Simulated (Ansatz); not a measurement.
The start is a generated cell, Mg placed in the fcc structure type. The cell and all atomic positions are relaxed at zero pressure with r2SCAN (plane waves to 500 eV, PAW, scalar-relativistic; Ansatz, a first-principles code). First-step values are on the input's coarse k-mesh.

Ansatz input (later rounds restart from its end on a renewed k-mesh):
Ansatz 0.2 input:
```yaml
crystal:
  lattice:
    - [0, 2.265638, 2.265638]
    - [2.265638, 0, 2.265638]
    - [2.265638, 2.265638, 0]
  atoms:
    - { symbol: Mg, position: [0, 0, 0] }
basis: { ecutwfc: 500, ecutrho_ratio: 4, xc_grid: 4, fft_grid_basis: typed }
kpoints: { mp_grid: { grid: [12, 12, 12] } }
hamiltonian:
  xc: r2scan
  dispersion: none
  pseudopotentials: { azcp: { folder: ./paw }, kind: paw }
scf: { occupations: { method: fermi_dirac, width: 0.05 } }
relax: { f_tol: 0.01, max_steps: 100, cell: { stress_tol: 0.02 } }
output: { forces: true, stress: true }
```

Q: How much energy is released per atom?

A: Under 0.01 eV/atom.

Q: How do the shortest distances between atoms change?

A: The closest pairs of elements (up to four, under 3.6 Å), start → end: Mg–Mg 3.20 → 3.18 Å.

Q: Is the relaxed structure metallic? Give its gap.

A: No gap (metallic).

The space group stays Fm-3m (No. 225) (the run could not lower it); the end is fcc (Cu type), with 1 atom in the primitive cell. Final values are on a 18×18×18 k-mesh of the relaxed cell. No spin polarisation in the result.

The run could not lose the symmetry of its start, so the end can be a saddle point.

The relaxed structure here is a generated cell of Mg: the first start was made by placing the elements on the sites of a structure type, and the end was not matched to a known phase here, so it may be hypothetical. Known forms of Mg include space group No. 194.
